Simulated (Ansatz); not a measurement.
ZrO2:
```xyz
12
Lattice="5.1534 0.0000 0.0000 0.0000 5.2253 0.0000 -0.8709 0.0000 5.2598" Properties=species:S:1:pos:R:3 pbc="T T T"
Zr     3.0423     5.0049     4.1561
Zr     1.2401     0.2204     1.1037
Zr     0.8046     2.3923     3.7336
Zr     3.4778     2.8330     1.5262
O     -0.3814     0.8740     4.4435
O      4.6638     4.3513     0.8163
O      4.2283     3.4866     3.4462
O      0.0541     1.7386     1.8136
O      2.8163     1.3442     0.1175
O      1.4661     3.8810     5.1423
O      1.9015     3.9569     2.5124
O      2.3809     1.2684     2.7474
```

Relaxed with r²SCAN.

Map the valence electron density (e/Å³), cut off at 1 on the plane through (0.724, 0.958, 0.790) spanned by u = [1, 0, -1] and v = [1, 1, 1] in lattice vectors, from r²SCAN in the plane-wave PAW code Ansatz.

x is the fraction of u, y of v (the angle between them is 92°; rows are the nearest grid lines); atoms in the plane: Zr at (0.00, 0.00), O at (0.15, 0.20), O at (0.55, 0.28).
```
y \ x   0.000  0.100  0.175  0.275  0.375  0.450  0.550  0.625  0.725  0.825  0.900   1.00
------  -----  -----  -----  -----  -----  -----  -----  -----  -----  -----  -----  -----
1.00     1.00   1.00  0.090  0.028  0.046  0.393   1.00   1.00  0.223  0.201   1.00   1.00
0.925    1.00  0.406  0.108  0.057  0.247  0.441  0.716  0.426  0.700  0.587  0.550   1.00
0.850   0.435  0.217  0.101  0.144   1.00   1.00  0.234  0.098  0.549  0.435  0.164  0.435
0.775    1.00  0.860  0.259  0.490   1.00   1.00  0.153  0.051  0.128  0.133  0.263   1.00
0.700    1.00  0.814  0.901   1.00  0.322  0.217  0.070  0.146  0.249  0.314  0.350   1.00
0.625   0.241  0.154  0.391  0.900  0.101  0.041  0.112  0.620  0.857  0.502  0.193  0.241
0.550   0.079  0.037  0.083  0.190  0.085  0.031  0.090  0.427  0.479  0.221  0.229  0.079
0.450   0.416  0.045  0.098  0.430  0.208  0.058  0.060  0.071  0.113   1.00   1.00  0.416
0.375   0.324  0.074  0.114  0.373  0.244  0.225  0.726  0.318  0.120   1.00   1.00  0.324
0.300   0.107  0.487  0.653  0.258  0.209  0.856   1.00   1.00  0.092  0.153  0.210  0.107
0.225   0.158   1.00   1.00  0.312  0.098  0.511   1.00  0.776  0.074  0.072  0.053  0.158
0.150   0.217   1.00   1.00  0.169  0.047  0.122  0.401  0.220  0.116  0.169  0.105  0.217
0.0750   1.00  0.636  0.214  0.041  0.036  0.227   1.00   1.00  0.144  0.166  0.412   1.00
0.000    1.00   1.00  0.090  0.028  0.046  0.393   1.00   1.00  0.223  0.201   1.00   1.00
```

The density is the valence pseudo-density with augmentation charge, so density and ELF within about 1 Å of a nucleus are not all-electron values.

Space group P2_1/c. Symmetry was held in the r²SCAN relaxation. The run is not spin-polarised.

Potentials: the earlier of the program's two PAW sets. The files were generated under PBE; for other functionals the program regenerates the frozen cores, and for LDA and PBEsol the local potential too.
